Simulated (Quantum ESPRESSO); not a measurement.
# Ta2Mo3TiScLi: finding a planted mistake in a log

Simulated, not a measurement. The program is pw.x of Quantum ESPRESSO 7.5 (plane-wave density functional theory). The cell is made up: eight metal atoms on a face-centred cubic lattice, with elements, volume, strain and displacements drawn at random and not relaxed, so it may be unstable or far from any real phase. PseudoDojo standard norm-conserving files set the functional (PBE unless stated); there is no spin polarisation or spin-orbit coupling, the Fermi-Dirac width of 0.25 eV means electrons at about 2900 K, and the masses in the input are unused placeholders. Heavy elements are run without spin-orbit coupling, which real alloys of them have. A spin test at this wide smearing found no moment, but such smearing suppresses magnetism that the real alloy may have.

Intended input:

```
&control calculation='scf', pseudo_dir='./dojo.nc.sr.pbe.v0_5.standard.upf', outdir='./o', disk_io='minimal', tprnfor=.true., tstress=.true. /
&system ibrav=0, nat=8, ntyp=5, nbnd=64, ecutwfc=84.00895049, nosym=.true., tot_charge=0,
 occupations='smearing', smearing='fd', degauss=0.0183746611
/
&electrons conv_thr=1.470e-08, electron_maxstep=70, mixing_beta=0.5 /
ATOMIC_SPECIES
Li 1.0 Li.upf
Mo 1.0 Mo.upf
Sc 1.0 Sc.upf
Ta 1.0 Ta.upf
Ti 1.0 Ti.upf
CELL_PARAMETERS angstrom
0.0 -2.0799 -2.0799
0.0 4.1597 -4.1597
8.3195 0.0 0.0
ATOMIC_POSITIONS angstrom
Ta -0.0692 -0.0501 0.0537
Mo 4.1767 -0.0882 0.0036
Mo -0.0588 2.0753 -2.0501
Ti 4.1229 2.0852 -2.0892
Mo 2.141 0.0295 -1.9489
Sc 6.1655 -0.0339 -2.0637
Li 1.9515 1.9668 -4.0588
Ta 6.1062 2.0973 -4.1008
K_POINTS automatic
8 4 3 1 1 1
```

The log is shortened where brackets say so; the opening notice, blank lines, dates and the lines on written files are dropped, and the path of the files is cut. It prints rydbergs, bohrs and kilobars, and counts compression as positive stress. Its total energy is the free energy E - TS of the whole cell.

Log of the intended run:

```
     Program PWSCF v.7.5
     Parallel version (MPI & OpenMP), running on       4 processor cores
     Number of MPI processes:                 4
     Threads/MPI process:                     1
     [start-up lines left out]
     bravais-lattice index     =            0
     lattice parameter (alat)  =       5.5585  a.u.
     unit-cell volume          =     971.4675 (a.u.)^3
     number of atoms/cell      =            8
     number of atomic types    =            5
     number of electrons       =        94.00
     number of Kohn-Sham states=           64
     kinetic-energy cutoff     =      84.0090  Ry
     charge density cutoff     =     336.0358  Ry
     scf convergence threshold =      1.5E-08
     mixing beta               =       0.5000
     number of iterations used =            8  plain     mixing
     Exchange-correlation= PBE
                           (   1   4   3   4   0   0   0)
     [axes and pseudopotential details left out]
   Cartesian axes
     site n.     atom                  positions (alat units)
         1        Ta     tau(   1) = (  -0.0235260  -0.0170326   0.0182565  )
         2        Mo     tau(   2) = (   1.4199591  -0.0299855   0.0012239  )
         3        Mo     tau(   3) = (  -0.0199903   0.7055429  -0.6969756  )
         4        Ti     tau(   4) = (   1.4016686   0.7089086  -0.7102685  )
         5        Mo     tau(   5) = (   0.7278790   0.0100292  -0.6625705  )
         6        Sc     tau(   6) = (   2.0960945  -0.0115250  -0.7015992  )
         7        Li     tau(   7) = (   0.6634544   0.6686560  -1.3798764  )
         8        Ta     tau(   8) = (   2.0759341   0.7130223  -1.3941552  )
     number of k points=    48  Fermi-Dirac smearing, width (Ry)=  0.0184
                       cart. coord. in units 2pi/alat
        k(    1) = (   0.0589263   0.0000011  -0.0883894), wk =   0.0416667
        k(    2) = (  -0.1767788   0.0000011  -0.0883894), wk =   0.0416667
     [further k points left out]
     Dense  grid:   101047 G-vectors     FFT dimensions: (  36,  72,  96)
     Estimated max dynamical RAM per process >     330.94 MB
     Estimated total dynamical RAM >       1.22 GB
     Initial potential from superposition of free atoms
     starting charge      93.9851, renormalised to      94.0000
     Starting wfcs are   72 randomized atomic wfcs
     total cpu time spent up to now is        9.0 secs
     per-process dynamical memory:   251.7 Mb
     Self-consistent Calculation
     iteration #  1     ecut=    84.01 Ry     beta= 0.50
     Davidson diagonalization with overlap
     ethr =  1.00E-02,  avg # of iterations =  2.7
     total cpu time spent up to now is       27.9 secs
     total energy              =    -909.22203860 Ry
     estimated scf accuracy    <       4.21386410 Ry
     iteration #  2     ecut=    84.01 Ry     beta= 0.50
     Davidson diagonalization with overlap
     ethr =  4.48E-03,  avg # of iterations =  5.4
     total cpu time spent up to now is       53.8 secs
     total energy              =    -908.06937993 Ry
     estimated scf accuracy    <      69.96624881 Ry
     [iterations 3 to 21 left out]
     iteration # 22     ecut=    84.01 Ry     beta= 0.50
     Davidson diagonalization with overlap
     ethr =  6.30E-11,  avg # of iterations =  1.3
     total cpu time spent up to now is      418.1 secs
     total energy              =    -911.82595107 Ry
     estimated scf accuracy    <       0.00000002 Ry
     iteration # 23     ecut=    84.01 Ry     beta= 0.50
     Davidson diagonalization with overlap
     ethr =  1.93E-11,  avg # of iterations =  1.2
     total cpu time spent up to now is      432.8 secs
     End of self-consistent calculation
     [lines on levels left out]
!    total energy              =    -911.82595107 Ry
     estimated scf accuracy    <          8.7E-10 Ry
     smearing contrib. (-TS)   =      -0.14352349 Ry
     internal energy E=F+TS    =    -911.68242758 Ry
     The total energy is F=E-TS. E is the sum of the following terms:
     one-electron contribution =    -257.19471815 Ry
     hartree contribution      =     163.60424932 Ry
     xc contribution           =    -157.75205714 Ry
     ewald contribution        =    -660.33990161 Ry
     convergence has been achieved in  23 iterations
     Forces acting on atoms (cartesian axes, Ry/au):
     atom    1 type  4   force =     0.04660537    0.00053338    0.00133540
     atom    2 type  2   force =    -0.05067099    0.00422906    0.00180563
     atom    3 type  2   force =     0.02105145   -0.00272219    0.00467201
     atom    4 type  5   force =    -0.04406251   -0.00021126    0.00755452
     atom    5 type  2   force =    -0.01179737   -0.00987142    0.00461844
     atom    6 type  3   force =     0.00124997    0.00784364   -0.01148410
     atom    7 type  1   force =     0.01233264    0.00864405   -0.00896541
     atom    8 type  4   force =     0.02529145   -0.00844526    0.00046350
     Total force =     0.093301     Total SCF correction =     0.000094
     Computing stress (Cartesian axis) and pressure
          total   stress  (Ry/bohr**3)                   (kbar)     P=      -38.47
  -0.00021325   0.00003565  -0.00003310          -31.37        5.24       -4.87
   0.00003565  -0.00029267  -0.00004881            5.24      -43.05       -7.18
  -0.00003310  -0.00004881  -0.00027866           -4.87       -7.18      -40.99
     init_run     :      8.38s CPU      8.63s WALL (       1 calls)
     electrons    :    414.25s CPU    423.78s WALL (       1 calls)
     forces       :      2.35s CPU      2.39s WALL (       1 calls)
     stress       :      8.86s CPU      8.86s WALL (       1 calls)
     [timing details left out]
     PWSCF        :   7m14.22s CPU   7m24.13s WALL
     JOB DONE.
```

A second run was made from an input with one planted mistake. Its log:

```
     Program PWSCF v.7.5
     Parallel version (MPI & OpenMP), running on       4 processor cores
     Number of MPI processes:                 4
     Threads/MPI process:                     1
     [start-up lines left out]
     bravais-lattice index     =            0
     lattice parameter (alat)  =       5.5585  a.u.
     unit-cell volume          =     971.4675 (a.u.)^3
     number of atoms/cell      =            8
     number of atomic types    =            5
     number of electrons       =        94.00
     number of Kohn-Sham states=           64
     kinetic-energy cutoff     =      84.0090  Ry
     charge density cutoff     =     336.0358  Ry
     scf convergence threshold =      1.5E-08
     mixing beta               =       0.5000
     number of iterations used =            8  plain     mixing
     Exchange-correlation= PBE
                           (   1   4   3   4   0   0   0)
     [axes and pseudopotential details left out]
   Cartesian axes
     site n.     atom                  positions (alat units)
         1        Ta     tau(   1) = (  -0.0235260  -0.0170326   0.0182565  )
         2        Mo     tau(   2) = (   1.4199591  -0.0299855   0.0012239  )
         3        Ti     tau(   3) = (  -0.0199903   0.7055429  -0.6969756  )
         4        Mo     tau(   4) = (   1.4016686   0.7089086  -0.7102685  )
         5        Mo     tau(   5) = (   0.7278790   0.0100292  -0.6625705  )
         6        Sc     tau(   6) = (   2.0960945  -0.0115250  -0.7015992  )
         7        Li     tau(   7) = (   0.6634544   0.6686560  -1.3798764  )
         8        Ta     tau(   8) = (   2.0759341   0.7130223  -1.3941552  )
     number of k points=    48  Fermi-Dirac smearing, width (Ry)=  0.0184
                       cart. coord. in units 2pi/alat
        k(    1) = (   0.0589263   0.0000011  -0.0883894), wk =   0.0416667
        k(    2) = (  -0.1767788   0.0000011  -0.0883894), wk =   0.0416667
     [further k points left out]
     Dense  grid:   101047 G-vectors     FFT dimensions: (  36,  72,  96)
     Estimated max dynamical RAM per process >     330.94 MB
     Estimated total dynamical RAM >       1.22 GB
     Initial potential from superposition of free atoms
     starting charge      93.9851, renormalised to      94.0000
     Starting wfcs are   72 randomized atomic wfcs
     total cpu time spent up to now is        8.9 secs
     per-process dynamical memory:   251.7 Mb
     Self-consistent Calculation
     iteration #  1     ecut=    84.01 Ry     beta= 0.50
     Davidson diagonalization with overlap
     ethr =  1.00E-02,  avg # of iterations =  2.7
     total cpu time spent up to now is       27.4 secs
     total energy              =    -908.63759327 Ry
     estimated scf accuracy    <       4.95401240 Ry
     iteration #  2     ecut=    84.01 Ry     beta= 0.50
     Davidson diagonalization with overlap
     ethr =  5.27E-03,  avg # of iterations =  5.9
     total cpu time spent up to now is       51.9 secs
     total energy              =    -907.36395898 Ry
     estimated scf accuracy    <     116.55092443 Ry
     [iterations 3 to 20 left out]
     iteration # 21     ecut=    84.01 Ry     beta= 0.50
     Davidson diagonalization with overlap
     ethr =  1.86E-11,  avg # of iterations =  5.6
     total cpu time spent up to now is      396.4 secs
     total energy              =    -911.81888492 Ry
     estimated scf accuracy    <       0.00000009 Ry
     iteration # 22     ecut=    84.01 Ry     beta= 0.50
     Davidson diagonalization with overlap
     ethr =  1.86E-11,  avg # of iterations =  2.8
     total cpu time spent up to now is      413.9 secs
     End of self-consistent calculation
     [lines on levels left out]
!    total energy              =    -911.81888492 Ry
     estimated scf accuracy    <          3.3E-09 Ry
     smearing contrib. (-TS)   =      -0.15022091 Ry
     internal energy E=F+TS    =    -911.66866401 Ry
     The total energy is F=E-TS. E is the sum of the following terms:
     one-electron contribution =    -262.10472546 Ry
     hartree contribution      =     166.08211779 Ry
     xc contribution           =    -157.76928907 Ry
     ewald contribution        =    -657.87676728 Ry
     convergence has been achieved in  22 iterations
     Forces acting on atoms (cartesian axes, Ry/au):
     atom    1 type  4   force =     0.03144647    0.00991573   -0.00585805
     atom    2 type  2   force =    -0.06360781   -0.00579133    0.00946269
     atom    3 type  5   force =     0.01902531   -0.00536666    0.00931343
     atom    4 type  2   force =    -0.04298179    0.00360240    0.00122583
     atom    5 type  2   force =     0.00930853   -0.00733831    0.00188976
     atom    6 type  3   force =    -0.00372876    0.00624890   -0.01040985
     atom    7 type  1   force =     0.02479683    0.00962527   -0.00989866
     atom    8 type  4   force =     0.02574121   -0.01089600    0.00427485
     Total force =     0.097675     Total SCF correction =     0.000279
     Computing stress (Cartesian axis) and pressure
          total   stress  (Ry/bohr**3)                   (kbar)     P=      -33.12
  -0.00029041  -0.00004692   0.00001946          -42.72       -6.90        2.86
  -0.00004692  -0.00019916  -0.00006566           -6.90      -29.30       -9.66
   0.00001946  -0.00006566  -0.00018589            2.86       -9.66      -27.34
     init_run     :      8.35s CPU      8.62s WALL (       1 calls)
     electrons    :    396.70s CPU    404.97s WALL (       1 calls)
     forces       :      2.54s CPU      2.57s WALL (       1 calls)
     stress       :      8.50s CPU      8.51s WALL (       1 calls)
     [timing details left out]
     PWSCF        :   6m56.38s CPU   7m 5.06s WALL
     JOB DONE.
```

Question: the log repeats what the program read. Compare it with the intended run: what was wrong in the second input?

Answer: two atoms have their elements exchanged. The input lines that differ:

```
- Mo -0.0588 2.0753 -2.0501
- Ti 4.1229 2.0852 -2.0892
+ Ti -0.0588 2.0753 -2.0501
+ Mo 4.1229 2.0852 -2.0892
```

```
                                            intended run  run with the mistake
                          free energy (eV)    -12406.024            -12405.928
         entropy term -TS, part of it (eV)        -1.953                -2.044
                            pressure (GPa)         -3.85                 -3.31
size of the largest force component (eV/Å)         1.303                 1.635
largest change of a force component (eV/Å)                               0.543
                                iterations            23                    22
```

For scale, a rerun of the intended cell at a higher cutoff and on a denser mesh moved values by no more than 0.013 eV in energy, 0.07 GPa in stress and 0.005 eV/Å in force, and a second program with other atomic files agreed on that cell to 2 % rms in force and 0.5 GPa in pressure.